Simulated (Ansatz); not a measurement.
Starting structure of a cell relaxation (symmetry kept):

```yaml
crystal:
  lattice:
    - [4.22750, 0.00000, 0.00000]
    - [-2.11375, 3.66112, 0.00000]
    - [0.00000, 0.00000, 5.54731]
  atoms:
    - { symbol: Sb, position: [0.33333, 0.66667, 0.25000] }
    - { symbol: Sb, position: [0.66667, 0.33333, 0.75000] }
    - { symbol: Pt, position: [0.00000, 0.00000, 0.00000] }
    - { symbol: Pt, position: [0.00000, 0.00000, 0.50000] }
```

All numbers below come from DFT PBEsol, scalar-relativistic, plane waves, PAW (Ansatz 0.2.0).

Cutoff 420 eV; k points 12×12×8 on the computed 4-atom cell (Γ-centred); Gaussian smearing, width 0.10 eV; no spin polarisation.

Question: What does it relax to?

Answer: The volume decreases by 0.87 Å³/atom to 20.60 Å³/atom, and the energy falls by 15.1 meV/atom. Final structure:
```
Sb Pt
1.0
     4.17063    0.00000    0.00000
    -2.08531    3.61187    0.00000
     0.00000    0.00000    5.46895
Sb Pt
2 2
Direct
  0.33333 0.66667 0.25000
  0.66667 0.33333 0.75000
  0.00000 0.00000 0.00000
  0.00000 0.00000 0.50000
```

Spin–orbit coupling is left out, which can shift energies with elements as heavy as these.

Cost: 1 run of about 0.99 core-minutes, on Intel Xeon Platinum 8488C (Sapphire Rapids) (shared hosts).